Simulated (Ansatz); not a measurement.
TePt:
```yaml
crystal:
  lattice:
    - [3.58803, 0.00000, 0.00000]
    - [0.00000, 3.52282, 0.00000]
    - [0.00000, 0.00000, 7.80198]
  atoms:
    - { symbol: Pt, position: [0.25000, 0.00000, 0.86149] }
    - { symbol: Pt, position: [0.75000, 0.00000, 0.13851] }
    - { symbol: Te, position: [0.25000, 0.50000, 0.26491] }
    - { symbol: Te, position: [0.75000, 0.50000, 0.73509] }
```

Relaxed with r²SCAN. Special points in fractions of this cell's reciprocal vectors: Γ (0.000, 0.000, 0.000); X (0.500, 0.000, 0.000); S (0.500, 0.500, 0.000); Y (0.000, 0.500, 0.000); Z (0.000, 0.000, 0.500); U (0.500, 0.000, 0.500); R (0.500, 0.500, 0.500); T (0.000, 0.500, 0.500).

Task: List the band energies nearest the Fermi level at these points for the program Ansatz at the r²SCAN level (PAW).

Result: In eV from the Fermi level; about four levels below and three above (degenerate sets whole), none deeper than 8.9 eV; points with the same levels are listed once.

```
k                    below                above
-  -----------------------  -------------------
Γ  -2.84 -2.54 -0.70 -0.33       0.34 1.43 1.54
X  -2.45 -2.45 -1.67 -1.67  3.06 3.06 3.51 3.51
S  -1.57 -1.57 -1.44 -1.44  0.42 0.42 1.42 1.42
Y  -1.85 -1.81 -1.03 -0.30       2.72 3.26 5.84
Z  -2.53 -0.77 -0.53 -0.21       1.27 1.36 3.85
U  -2.49 -2.49 -1.89 -1.89  2.68 2.68 3.05 3.05
R  -1.58 -1.58 -1.27 -1.27  0.21 0.21 1.58 1.58
T  -1.89 -1.82 -1.78 -1.13       0.23 2.91 3.07
```

Space group Pmma. The start of the workflow was typed in or built on a structure type; neither database checked (COD, Materials Project) lists it. COD files the formula under space group No. 166, 194. Its standing as an ambient phase is unchecked. The cell was relaxed with r²SCAN under the symmetry of its start; its stability against distortions is not shown here. No spin polarisation was allowed. The volume moved by 26 % from the start of the relaxation. Spin–orbit coupling is left out wherever it is not named.

Potentials: the later of the program's two PAW sets.
